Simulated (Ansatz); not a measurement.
Input:

AlGa3N4:
```cif
data_AlGa3N4
_chemical_formula_sum 'Al1 Ga3 N4'
_space_group_name_H-M_alt 'P 1'
_space_group_IT_number 1
_cell_length_a 4.46535
_cell_length_b 4.46535
_cell_length_c 4.46535
_cell_angle_alpha 90.000
_cell_angle_beta 90.000
_cell_angle_gamma 90.000
loop_
_space_group_symop_operation_xyz
  'x, y, z'
loop_
_atom_site_label
_atom_site_type_symbol
_atom_site_fract_x
_atom_site_fract_y
_atom_site_fract_z
_atom_site_occupancy
Al1 Al 0.00000 0.00000 0.00000 1
Ga1 Ga 0.50000 0.50000 0.00000 1
Ga2 Ga 0.00000 0.50000 0.50000 1
Ga3 Ga 0.50000 0.00000 0.50000 1
N1 N 0.75535 0.75535 0.24465 1
N2 N 0.75535 0.24465 0.75535 1
N3 N 0.24465 0.24465 0.24465 1
N4 N 0.24465 0.75535 0.75535 1
```

This is the r²SCAN-relaxed structure.

Task: All from r²SCAN (plane waves, PAW; program Ansatz), unless another level is named. Give the HSE06 gap on the r²SCAN cell.

Result: 3.63 eV.

Task: Predict the hole effective mass, band 2 of 3 at the edge.

Result: 1.1 along [100], 1.1 along [110], 2.8 along [111] (mₑ).

Task: Next, the formation energy from the elements (no fitted shifts)?

Result: -0.88 eV/atom.

Task: Next, the electron effective mass with spin–orbit coupling?

Result: 0.22 mₑ (isotropic).

Task: And the valence-band maximum?

Result: at Γ.

Space group P-43m. The first step of the workflow began from a Materials Project structure, measured or hypothetical; the Crystallography Open Database copy checked does not list it. With Al and Ga taken as one species the cell has the higher symmetry F-43m, so it may be an ordered model of a mixed-site phase. Its standing as an ambient phase is unchecked. The cell was relaxed with r²SCAN under the symmetry of its start; its stability against distortions is not shown here. The references are the lowest solids computed at this level, not always the standard phases (solids in place of the gases). Scalar-relativistic: spin–orbit coupling is off unless named, which matters more the heavier the elements.

Potentials: the later of the program's two PAW sets.
